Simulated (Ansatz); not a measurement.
Values for one crystal, relaxed and computed with plane-wave PAW r²SCAN+D4 (Ansatz code); other levels are named.

```yaml
volume_per_atom: 20.82 Å³
band_gap: 1.17 eV (indirect)
hill_bulk_and_shear_moduli: 49.0 and 35.9 GPa
Electronic dielectric constant ε∞ (DFPT): 14.3 (xx = yy), 6.13 (zz)
conduction_band_minimum: on the K–Γ line, 46 % of the way from K (6 equivalent valleys)
Electron effective mass with spin–orbit coupling: 0.46, 0.51, 0.58 mₑ (principal values)
Pressure derivative B′: 13.2
```

Q: Pick the material that matches.
A. WSe2, P6_3/mmc (W on 2c, Se on 4f)
B. Bi2Se3, R-3m (Bi on 6c, Se on 3a, Se on 6c)
C. GaO, P6_3/mmc (Ga on 4f, O on 4f)
D. Si2MoN4, P6_3/mmc (Mo on 2c, N on 4f, Si on 4f, N on 4e)

A: A, WSe2, P6_3/mmc (W on 2c, Se on 4f)

Symmetry was held in the r²SCAN+D4 relaxation. No spin polarisation was allowed. Spin–orbit coupling is left out wherever it is not named.

Potentials: the earlier of the program's two PAW sets. The files were generated under PBE; for other functionals the program regenerates the frozen cores, and for LDA and PBEsol the local potential too.
